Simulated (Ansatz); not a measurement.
The start is a generated trial cell of CsSnI3 in the AFLOW prototype ABC3_hR10_167_a_b_e (as in LiNbO3). A full variable-cell relaxation at zero pressure is run with PBE (plane waves to 420 eV, PAW, scalar-relativistic; Ansatz, a program for electronic structure). First-step values are on the input's coarse k-mesh.

Ansatz input (later rounds restart from its end on a renewed k-mesh):
Ansatz 0.2 input:
```yaml
crystal:
  lattice:
    - [4.2856656, 2.4743302, 7.4867645]
    - [-4.2856656, 2.4743302, 7.4867645]
    - [0, -4.9486604, 7.4867645]
  atoms:
    - { symbol: Cs, position: [0.25, 0.25, 0.25] }
    - { symbol: Cs, position: [0.75, 0.75, 0.75] }
    - { symbol: Sn, position: [0, 0, 0] }
    - { symbol: Sn, position: [0.5, 0.5, 0.5] }
    - { symbol: I, position: [0.64243, 0.85757, 0.25] }
    - { symbol: I, position: [0.25, 0.64243, 0.85757] }
    - { symbol: I, position: [0.85757, 0.25, 0.64243] }
    - { symbol: I, position: [0.35757, 0.14243, 0.75] }
    - { symbol: I, position: [0.75, 0.35757, 0.14243] }
    - { symbol: I, position: [0.14243, 0.75, 0.35757] }
basis: { ecutwfc: 420, ecutrho_ratio: 4, xc_grid: 2, fft_grid_basis: typed }
kpoints: { mp_grid: { grid: [4, 4, 4] } }
hamiltonian:
  xc: pbe
  dispersion: none
  pseudopotentials: { kind: paw }
scf: { occupations: { method: fermi_dirac, width: 0.05 } }
relax: { f_tol: 0.01, max_steps: 100, cell: { stress_tol: 0.02 } }
output: { forces: true, stress: true }
```

```json
{
 "largest_initial_force": "0.84 eV/Å, on I5, I6, I7, I8, I9, I10 (atoms numbered as listed)",
 "outcome": "The space group stays R-3c (No. 167) (the run could not lower it); the end is AFLOW prototype ABC3_hR10_167_a_b_e (as in LiNbO3), with 10 atoms in the primitive cell",
 "energy_released": "0.10 eV/atom",
 "volume_change": "+2.9 %, from 47.63 to 49.02 Å³/atom",
 "Shortest distances (start → end)": "The closest pairs of elements (up to four, under 3.6 Å), start → end: I–Sn 3.24 → 3.17 Å; Cs–I 3.36 → 3.98 Å",
 "band_gap_at_the_end": "0.73 eV, direct at Γ (no spin-orbit coupling)",
 "optimiser_moves": "5"
}
```

Final values are on a 5×5×5 k-mesh of the relaxed cell. No spin polarisation in the result. Spin-orbit coupling is missing; with elements this heavy it can move band edges by tenths of an eV or more.

The run could not lose the symmetry of its start, so the end can be a saddle point.

The relaxed structure here is a generated cell of CsSnI3: the first start was made by placing the elements on the sites of a structure type, and the end was not matched to a known phase here, so it may be hypothetical. Known forms of CsSnI3 include space group No. 62, 221.
